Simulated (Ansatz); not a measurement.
CaB₂H₄O₆ — coordination and H-2 quadrupole coupling

Cell: a Materials Project structure (computed, not necessarily an observed phase), atoms as given.

```xyz
26
Lattice="5.0673 -4.8843 0.0000 5.0673 4.8843 0.0000 -0.0819 0.0000 4.4268" Properties=species:S:1:pos:R:3 pbc="T T T"
Ca    5.0468    2.8540    1.1067
Ca    5.0059   -2.8540    3.3201
B     7.9608   -0.6605    3.0498
B     2.0509   -0.6605    3.5905
B     2.0919    0.6605    1.3771
B     8.0018    0.6605    0.8363
H     3.8893    0.2395    0.5736
H     6.2044    0.2395    1.6398
H     6.1634   -0.2395    3.8532
H     3.8483   -0.2395    2.7870
H     2.9853   -2.2013    1.2564
H     7.1084   -2.2013    0.9570
H     7.0674    2.2013    3.1704
H     2.9443    2.2013    3.4699
O     8.4075   -0.4767    1.6638
O     1.6861   -0.4767    0.5496
O     1.6452    0.4767    2.7630
O     8.3666    0.4767    3.8772
O     6.4491   -0.8106    3.0916
O     3.5627   -0.8106    3.5487
O     3.6036    0.8106    1.3352
O     6.4900    0.8106    0.8782
O     3.5521    2.9652    3.5341
O     6.4596    2.9652    3.1062
O     6.5006   -2.9652    0.8928
O     3.5931   -2.9652    1.3206
```

Atom numbers follow the list; atoms alike are taken as one site, whose name carries the number of the first.

The numbers come from a DFT calculation in Ansatz (PBE, plane waves and PAW, scalar-relativistic, 420 eV cutoff, Γ-centred 3×3×5 k-points, Fermi–Dirac smearing 0.02 eV).

Q(H-2) = 2.858 mb.

Question: Order the H environments from the weakest to the strongest quadrupole coupling.
A. H11: 1 O at 0.98 Å; also 1 O at 2.27 Å
B. H7: 1 O at 0.99 Å; also 2 O at 1.81–2.32 Å

Answer: B (0.218 MHz, η = 0.09), A (0.266 MHz, η = 0.09).

At H7 and H11 V_zz points along its bond to O (within 3°) in each case. Like point charges on the first shell alone (each adding as 1/d³) would give the same order.
